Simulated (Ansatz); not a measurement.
A distorted cell of SnSe2 (CdI2 type):

```yaml
crystal:
  lattice:
    - [7.65139, 0.00000, 0.00000]
    - [-1.91285, 3.31315, 0.00000]
    - [0.00000, 0.00000, 6.22880]
  atoms:
    - { symbol: Sn, position: [0.96471, 0.00000, 0.00000] }
    - { symbol: Sn, position: [0.50000, 0.00000, 0.00000] }
    - { symbol: Se, position: [0.16667, 0.66667, 0.25298] }
    - { symbol: Se, position: [0.66667, 0.66667, 0.25298] }
    - { symbol: Se, position: [0.33333, 0.33333, 0.74702] }
    - { symbol: Se, position: [0.83333, 0.33333, 0.74702] }
```

Calculation: r2SCAN+rVV10 (plane waves to 500 eV, PAW, scalar-relativistic; Ansatz, a first-principles code). k mesh 4×8×5 (Γ-centred), Fermi-Dirac smearing 0.05 eV. Energies are smeared free energies. Stress and pressure are positive under compression. SnSe2 was relaxed with its symmetry unable to fall. The PAW data are Ansatz's earlier set.

### Question
Predict the force on every atom, in eV/Å.

### Answer
| atom | Fx | Fy | Fz |
|---|---|---|---|
| Sn1 | 2.604 | 0.558 | 0.376 |
| Sn2 | -1.065 | -0.559 | -0.387 |
| Se3 | -0.361 | -0.032 | -0.288 |
| Se4 | -0.448 | -0.285 | 0.685 |
| Se5 | -0.048 | -0.010 | 0.264 |
| Se6 | -0.682 | 0.327 | -0.650 |

### Question
Give the stress tensor in GPa and the pressure.

### Answer
```
   1.27    -0.07    -0.08
  -0.07     0.47    -1.01
  -0.08    -1.01     1.18
```
The pressure, a third of the trace, is 0.97 GPa.

### Question
In it atom 1 sits (-0.270, 0.000, 0.000) Å away from its relaxed site. What is its energy relative to the relaxed cell?

### Answer
345 meV/cell.

(For displaced atoms, the force is minus the slope of the energy, and its curvature is a force constant, which sets phonon frequencies.)
